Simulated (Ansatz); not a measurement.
GaN:
```yaml
crystal:
  lattice:
    - [6.06386, 0.00000, 0.00000]
    - [0.00000, 3.29546, 0.00000]
    - [0.00000, 0.00000, 5.40939]
  atoms:
    - { symbol: Ga, position: [0.16788, 0.25000, 0.40228] }
    - { symbol: Ga, position: [0.33212, 0.75000, 0.90228] }
    - { symbol: Ga, position: [0.83212, 0.75000, 0.59772] }
    - { symbol: Ga, position: [0.66788, 0.25000, 0.09772] }
    - { symbol: N, position: [0.82831, 0.25000, 0.39968] }
    - { symbol: N, position: [0.67169, 0.75000, 0.89968] }
    - { symbol: N, position: [0.17169, 0.75000, 0.60032] }
    - { symbol: N, position: [0.32831, 0.25000, 0.10032] }
```

Relaxed with PBE. Special points in fractions of this cell's reciprocal vectors: Γ (0.000, 0.000, 0.000); X (0.500, 0.000, 0.000); S (0.500, 0.500, 0.000); Y (0.000, 0.500, 0.000); Z (0.000, 0.000, 0.500); U (0.500, 0.000, 0.500); R (0.500, 0.500, 0.500); T (0.000, 0.500, 0.500).

**Question.** List the band energies nearest the valence-band maximum at these points for DFT-PBE in the program Ansatz with PAW potentials.

**Answer.** In eV from the valence-band maximum; about four levels below and three above (degenerate sets whole), none deeper than 8.9 eV; points with the same levels are listed once.

```
k                    below                above
-  -----------------------  -------------------
Γ   -0.46 -0.33 -0.23 0.00       1.61 4.62 4.86
X  -0.81 -0.81 -0.31 -0.31  3.73 3.73 4.46 4.46
S  -1.36 -1.36 -1.36 -1.36  5.30 5.30 5.30 5.30
Y  -2.26 -2.26 -1.01 -1.01  4.67 4.67 6.06 6.06
Z  -0.98 -0.98 -0.66 -0.66  4.22 4.22 5.24 5.24
U  -0.72 -0.72 -0.54 -0.54  4.04 4.04 4.56 4.56
R  -1.60 -1.60 -1.60 -1.60  5.05 5.05 5.05 5.05
T  -1.17 -1.17 -0.42 -0.42  5.00 5.00 5.53 5.53
```

Space group Pnma. The start of the workflow was typed in or built on a structure type; neither database checked (COD, Materials Project) lists it. It is not the phase usual at ambient conditions (space group No. 186, 216). Symmetry was held in the PBE relaxation; its stability against distortions is not shown here. The volume moved by 31 % from the start of the relaxation. Scalar-relativistic: spin–orbit coupling is off unless named, which matters more the heavier the elements.

Potentials: the later of the program's two PAW sets.
